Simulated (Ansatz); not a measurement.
The elements of this relaxed trial crystal are hidden behind letters.

```
lattice vectors (Å)
   1.5124    0.8732   10.7107
  -1.5124    0.8732   10.7107
   0.0000   -1.7464   10.7107
fractional positions
X 0.0000 0.0000 0.0000
Z 0.5979 0.5979 0.5979
Z 0.1997 0.1997 0.1997
Z 0.8003 0.8003 0.8003
Z 0.4021 0.4021 0.4021
```

Theory: DFT PBE, scalar-relativistic, plane waves, PAW in Ansatz 0.2.0. The final run on the 5-atom cell used 420 eV, a Γ-centred 12×12×12 mesh, 0.10 eV smearing and no spin polarisation.

- Space group: R-3m (No. 166)
- Conventional cell: a = 3.025 Å, c = 32.132 Å
- Volume per atom: 16.97 Å³
- Density: 17.93 g/cm³
- Formation energy: +0.36 eV/atom
- Gap on the 12×12×12 mesh of the 5-atom cell: 0 eV (a metal)

Energies are uncorrected and count from the elements' standard states at the same level.

Q: X is a d-block element of period 6 and Z is a d-block element of period 6. Which elements are they?

A: X = Ta, Z = W, so the formula is TaW4. Density times volume gives a mean mass of 17.93 × 16.97/1.6605 = 183.2 u per atom, and this set has 183.3 u. Ta is surrounded by 6 W at 2.82 Å and 6 Ta at 3.02 Å; around W on its first site lie 3 W at 2.72 Å, 3 Ta at 2.82 Å and 6 W at 3.02 Å; W on its second site is surrounded by 6 W at 2.72–2.75 Å and 6 W at 3.02 Å. Other sets within the hints have nearly the same mass, so mass alone doesn't settle it; this one was computed.

Spin–orbit coupling, which can matter for Ta and W, is left out. A structure relaxed within its symmetry needn't be a true minimum. Another cell of TaW4 relaxed alike, in R-3m, lies 0.44 eV/atom lower, so this cell isn't the stable form at this level.
